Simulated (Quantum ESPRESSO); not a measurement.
# Mo3Al4Nb: one composition in several site orders

Computed values, not a measurement. The program is pw.x of Quantum ESPRESSO 7.5 (plane-wave density functional theory). The cell is made up: eight metal atoms on a hexagonal close-packed lattice, with elements, volume, strain and displacements drawn at random and not relaxed, so it may be unstable or far from any real phase. PseudoDojo standard norm-conserving files set the functional (PBE unless stated); there is no spin polarisation or spin-orbit coupling, the Fermi-Dirac width of 0.25 eV means electrons at about 2900 K, and the masses in the input are unused placeholders. A spin test at this wide smearing found no moment, but such smearing suppresses magnetism that the real alloy may have.

The runs put one composition on the sites in different orders. Cell, positions, cutoff, mesh and smearing stay as in the input of run 1; sites are counted in its order. Stress in the tables is positive in tension.

Input of run 1:

```
&control calculation='scf', pseudo_dir='./dojo.nc.sr.pbe.v0_5.standard.upf', outdir='./o', disk_io='minimal', tprnfor=.true., tstress=.true. /
&system ibrav=0, nat=8, ntyp=3, nbnd=47, ecutwfc=82.02448710, nosym=.true., tot_charge=0,
 occupations='smearing', smearing='fd', degauss=0.0183746611
/
&electrons conv_thr=1.470e-08, electron_maxstep=70, mixing_beta=0.5 /
ATOMIC_SPECIES
Al 1.0 Al.upf
Mo 1.0 Mo.upf
Nb 1.0 Nb.upf
CELL_PARAMETERS angstrom
0.0 0.0 -4.4081
0.0 4.8696 0.0
5.623 0.0 0.0
ATOMIC_POSITIONS angstrom
Mo -0.0309 0.0058 -0.0397
Al 2.786 -0.002 0.042
Mo 1.4507 2.4239 -0.032
Al 4.2286 2.3989 0.0482
Al -0.0241 1.5662 -2.1005
Nb 2.8076 1.6306 -2.3358
Mo 1.3781 3.9828 -2.1845
Al 4.2805 4.0343 -2.1865
K_POINTS automatic
5 5 4 1 1 1
```

| run | elements on sites 1 to 8 | free energy less that of run 1 (eV) | -TS (eV) | pressure (GPa) | stress xx (GPa) | stress yy (GPa) | stress zz (GPa) | stress yz (GPa) | stress xz (GPa) | stress xy (GPa) | iterations |
| --- | --- | --- | --- | --- | --- | --- | --- | --- | --- | --- | --- |
| 1 | Mo Al Mo Al Al Nb Mo Al | 0.000 | -1.124 | 10.82 | -7.39 | -8.92 | -16.14 | -0.60 | 0.76 | -1.52 | 12 |
| 2 | Nb Al Al Mo Mo Al Al Mo | 0.896 | -1.252 | 13.57 | -11.58 | -8.73 | -20.41 | 0.00 | 0.31 | 0.07 | 13 |
| 3 | Al Al Al Al Mo Mo Nb Mo | -0.139 | -1.065 | 12.91 | -11.93 | -13.16 | -13.64 | 0.30 | 0.07 | 0.26 | 12 |
| 4 | Mo Al Mo Mo Nb Al Al Al | 0.139 | -1.175 | 12.39 | -7.33 | -11.43 | -18.40 | 0.33 | 0.38 | -0.39 | 13 |
| 5 | Al Nb Al Mo Mo Al Mo Al | -0.568 | -1.081 | 9.31 | -3.09 | -10.04 | -14.81 | -0.33 | 0.04 | 0.34 | 13 |
| 6 | Al Mo Al Al Mo Nb Mo Al | -0.225 | -1.112 | 10.52 | -7.64 | -7.76 | -16.17 | 0.36 | 0.47 | 0.62 | 14 |

Forces Fx Fy Fz (eV/Å):

| site | run 1 | run 2 | run 3 | run 4 | run 5 | run 6 |
| --- | --- | --- | --- | --- | --- | --- |
| 1 | -0.04 0.41 1.21 | 0.23 -0.60 0.88 | -0.05 -0.15 1.11 | 0.38 -1.42 0.83 | 0.13 -0.41 1.00 | 0.33 -0.19 1.01 |
| 2 | 0.24 -0.79 -0.94 | -0.07 -0.47 -0.56 | 0.41 -0.16 -0.81 | 0.07 -0.22 -0.50 | -0.28 -0.69 -1.06 | -0.12 -0.77 -0.58 |
| 3 | -0.32 -0.30 0.05 | 0.15 -0.05 0.24 | -0.28 -0.55 0.27 | 0.63 0.54 0.21 | -0.40 0.09 0.31 | -0.73 0.11 0.04 |
| 4 | 0.66 0.55 -0.70 | -0.30 -0.17 -0.38 | 0.17 0.41 -0.59 | -0.99 0.90 -0.64 | 0.60 0.11 -0.57 | 0.55 0.41 -0.82 |
| 5 | 0.15 0.26 -1.18 | 0.49 1.11 -0.94 | 0.05 0.22 -1.32 | 0.39 0.00 -0.92 | -0.06 0.49 -1.13 | -0.40 0.14 -1.14 |
| 6 | 0.18 -0.93 1.80 | -0.32 -0.23 1.37 | 0.11 -0.55 1.94 | -0.14 0.00 1.59 | -0.20 0.04 1.78 | 0.20 -0.11 2.00 |
| 7 | -0.24 0.88 -0.11 | 0.91 0.27 -0.35 | 0.76 0.66 -0.48 | 0.35 0.36 -0.43 | 0.54 0.70 -0.36 | 0.38 0.71 -0.45 |
| 8 | -0.63 -0.10 -0.12 | -1.09 0.13 -0.25 | -1.16 0.12 -0.11 | -0.69 -0.17 -0.14 | -0.35 -0.34 0.02 | -0.21 -0.30 -0.06 |

The sites are displaced and not relaxed, so the energy differences mix bonding between neighbours with strain and are not ordering energies. A rerun of one cell of this series at a higher cutoff and on a denser mesh moved values by no more than 0.009 eV in energy, 0.13 GPa in stress and 0.017 eV/Å in force, and a second program with other atomic files agreed on that cell to 2 % rms in force and 0.5 GPa in pressure.